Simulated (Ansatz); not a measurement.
CoSi$_{2}$:
```xyz
3
Lattice="0.0000 2.6563 2.6563 2.6563 0.0000 2.6563 2.6563 2.6563 0.0000" Properties=species:S:1:pos:R:3 pbc="T T T"
Co     0.0000     0.0000     0.0000
Si     3.9845     3.9845     3.9845
Si     1.3282     1.3282     1.3282
```

Relaxed with PBEsol. Special points in fractions of this cell's reciprocal vectors: Γ (0.000, 0.000, 0.000); X (0.500, 0.000, 0.500); U (0.625, 0.250, 0.625); K (0.375, 0.375, 0.750); L (0.500, 0.500, 0.500); W (0.500, 0.250, 0.750).

List the band energies nearest the Fermi level at these points for the program Ansatz at the PBEsol level (PAW).

In eV from the Fermi level; about four levels below and three above (degenerate sets whole), none deeper than 8.9 eV; points with the same levels are listed once.

```csv
k,below,above
Γ,-4.19 -4.19 -4.19 -1.97 -1.97,1.03 3.44 3.44 3.44
X,-2.02 -2.02 -1.99 -1.36,1.72 2.91 8.61
U,-2.30 -1.82 -1.25 -0.98,2.07 4.99 5.96
L,-1.68 -1.68 -0.47 -0.47,2.74 3.53 3.53
W,-2.36 -2.36 -2.02 -1.49 -0.68,3.77 3.77 5.81
```

Space group Fm-3m (fluorite or antifluorite type). The PBEsol relaxation kept the symmetry of its start; of distortions, only those at the zone centre were tested. The run is not spin-polarised.

Potentials: the earlier of the program's two PAW sets.
